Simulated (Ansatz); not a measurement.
# Non-collinear states of Co (P63/mmc)

```
CELL_PARAMETERS angstrom
2.50740 0.00000 0.00000
-1.25370 2.17147 0.00000
0.00000 0.00000 4.06990
ATOMIC_POSITIONS crystal
Co 0.33333 0.66667 0.25000
Co 0.66667 0.33333 0.75000
```

The source of the geometry is a structure as deposited in COD; atoms and cell stay fixed.

The runs share PBE, 15×15×8 k mesh, Fermi–Dirac smearing of 0.08 eV. PAW means Ansatz 0.2.0 on its default frozen-core files; LAPW is all-electron LAPW in Ansatz 0.2.0. Site moments are integrated in spheres about the atoms, whose radii differ between the methods. Start moments of the first PAW run (μB): Co1 1.7, Co2 1.7.

The runs use spinors without spin–orbit coupling. In the held states a penalty keeps the direction of every atom that starts with a moment, the untilted ones along z, with sizes free, and the energy is taken at the target. Energies count from the run that starts parallel.

```json
{"state": "parallel moments on spinors", "ΔF PAW (meV/atom)": "0.0", "ΔF LAPW (meV/atom)": "0.0", "largest moment, PAW (μB)": "1.71", "size of M, PAW (μB/cell)": "3.27", "directions kept": "yes"}
{"state": "Co2 tilted by 20° from z and held", "ΔF PAW (meV/atom)": "+8.5", "ΔF LAPW (meV/atom)": "+8.5", "largest moment, PAW (μB)": "1.71", "size of M, PAW (μB/cell)": "3.22", "directions kept": "yes"}
{"state": "Co2 tilted by 50° from z and held", "ΔF PAW (meV/atom)": "+50.5", "ΔF LAPW (meV/atom)": "–", "largest moment, PAW (μB)": "1.68", "size of M, PAW (μB/cell)": "2.90", "directions kept": "yes"}
{"state": "Co2 tilted by 90° from z and held", "ΔF PAW (meV/atom)": "+133.1", "ΔF LAPW (meV/atom)": "–", "largest moment, PAW (μB)": "1.53", "size of M, PAW (μB/cell)": "2.07", "directions kept": "yes"}
{"state": "Co2 tilted by 130° from z and held", "ΔF PAW (meV/atom)": "+198.1", "ΔF LAPW (meV/atom)": "+198.1", "largest moment, PAW (μB)": "1.27", "size of M, PAW (μB/cell)": "1.02", "directions kept": "yes"}
{"state": "Co2 tilted by 160° from z and held", "ΔF PAW (meV/atom)": "+218.8", "ΔF LAPW (meV/atom)": "–", "largest moment, PAW (μB)": "1.05", "size of M, PAW (μB/cell)": "0.34", "directions kept": "yes"}
{"state": "start Co1↑ Co2↓ on spinors", "ΔF PAW (meV/atom)": "+222.0", "ΔF LAPW (meV/atom)": "+222.3", "largest moment, PAW (μB)": "1.00", "size of M, PAW (μB/cell)": "0.00", "directions kept": "yes"}
```

Q: Fit ΔF(θ) = A(1 − cos θ) + B sin²θ to the PAW points, the reversed state at 180° included. How well does a Heisenberg model do?

A: A = +111.6 and B = +21.5 meV/atom, with a worst miss of 2.2 meV/atom. B isn't small beside A, so the turn needs more than bilinear exchange between fixed moments (biquadratic terms or changing moment sizes).

For the state «Co2 tilted by 160° from z and held», by PAW: Site moments (μB): Co1 (0.00, 0.00, 1.05); Co2 (0.36, 0.00, -0.99). Cell moment 0.34 μB.

The Ansatz runs typed with the search for lower states off end where their start leads. The magnetic state is the one that this cell and start allow. It needn't be the compound's measured order, which may need a larger cell or be absent.
